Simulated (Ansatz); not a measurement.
## Relaxing a structure of Ti₃Al

The start is a generated trial cell of Ti3Al in the AFLOW prototype AB3_hP8_182_c_g (as in Fe3C). The cell and all atomic positions are relaxed at zero pressure with PBE (plane waves to 420 eV, PAW, scalar-relativistic; Ansatz, a quantum-chemistry and plane-wave program). First-step values are on the input's coarse k-mesh.

Ansatz input (later rounds restart from its end on a renewed k-mesh):
Ansatz 0.2 input:
```yaml
crystal:
  lattice:
    - [5.7437928, 0, 0]
    - [-2.8718964, 4.9742704, 0]
    - [0, 0, 4.9796825]
  atoms:
    - { symbol: Ti, position: [0.32491, 0, 0] }
    - { symbol: Ti, position: [0.32491, 0.32491, 0.5] }
    - { symbol: Ti, position: [0, 0.32491, 0] }
    - { symbol: Ti, position: [0.67509, 0, 0.5] }
    - { symbol: Ti, position: [0.67509, 0.67509, 0] }
    - { symbol: Ti, position: [0, 0.67509, 0.5] }
    - { symbol: Al, position: [0.33333333, 0.66666667, 0.25] }
    - { symbol: Al, position: [0.66666667, 0.33333333, 0.75] }
basis: { ecutwfc: 420, ecutrho_ratio: 4, xc_grid: 2, fft_grid_basis: typed }
kpoints: { mp_grid: { grid: [7, 7, 7] } }
hamiltonian:
  xc: pbe
  dispersion: none
  pseudopotentials: { kind: paw }
scf: { occupations: { method: fermi_dirac, width: 0.05 } }
relax: { f_tol: 0.01, max_steps: 100, cell: { stress_tol: 0.02 } }
output: { forces: true, stress: true }
```

```yaml
largest_initial_force: 2.33 eV/Å, on Ti1, Ti2, Ti3, Ti4, Ti5, Ti6 (atoms numbered as listed)
energy_released: 0.74 eV/atom
volume_change: +2.3 %, from 17.78 to 18.19 Å³/atom
Shortest distances (start → end): "The closest pairs of elements (up to four, under 3.6 Å), start → end: Al–Ti 2.30 → 2.74 Å; Ti–Ti 3.11 → 2.75 Å; Al–Al 4.15 → 2.90 Å"
band_gap_at_the_end: zero (metallic)
optimiser_moves: 27
```

It ends as:

Space group P6₃22 (No. 182); a = b = 7.6111 Å, c = 2.9012 Å, α = β = 90.00°, γ = 120.00°

| atom | site | symmetry | x | y | z |
|---|---|---|---|---|---|
| Ti | 6g | .2. | 0.0000 | 0.3069 | 0.0000 |
| Al | 2c | 3.2 | 0.3333 | 0.6667 | 0.2500 |

Final values are on a 7×7×16 k-mesh of the relaxed cell. No spin polarisation in the result.

The run could not lose the symmetry of its start: the end is stationary, and may be a saddle point rather than a minimum.

The relaxed structure here is a generated cell of Ti3Al: the first start was made by placing the elements on the sites of a structure type, and the end was not matched to a known phase here, so it may be hypothetical. Known forms of Ti3Al include space group No. 194.
